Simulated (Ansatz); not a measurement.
Input:

Cu$_{3}$Sb:
```xyz
8
Lattice="4.2107 0.0000 0.0000 0.0000 5.3944 0.0000 0.0000 0.0000 5.1719" Properties=species:S:1:pos:R:3 pbc="T T T"
Cu     2.1054     0.0000     1.4238
Cu     0.0000     2.6972     3.7482
Cu     0.0000     1.3269     0.7386
Cu     0.0000     4.0675     0.7386
Cu     2.1054     1.3703     4.4333
Cu     2.1054     4.0241     4.4333
Sb     0.0000     0.0000     3.4028
Sb     2.1054     2.6972     1.7692
```

This is the r²SCAN-relaxed structure.

Problem. All from DFT-r²SCAN in the program Ansatz with PAW potentials, unless another level is named. Give the electronic character.

Solution. metallic (no gap).

Problem. Next, the formation energy from the elements (no fitted shifts)?

Solution. 0.10 eV/atom.

Problem. Give the density of states at the Fermi level.

Solution. 0.26 states/eV per atom (mean over ±0.08 eV).

Problem. Next, the gap with spin–orbit coupling?

Solution. none (metallic).

Space group Pmmn. The workflow started from a Materials Project entry (that database holds measured and hypothetical structures alike); the Crystallography Open Database copy checked does not list it. Whether it is the stable phase at ambient conditions was not checked. The r²SCAN relaxation kept the symmetry of its start; whether a distortion lowers the energy is not shown. No spin polarisation was allowed. The references are the lowest solids computed at this level, not always the standard phases. Scalar-relativistic: spin–orbit coupling is off unless named, which matters more the heavier the elements.

Potentials: the later of the program's two PAW sets.
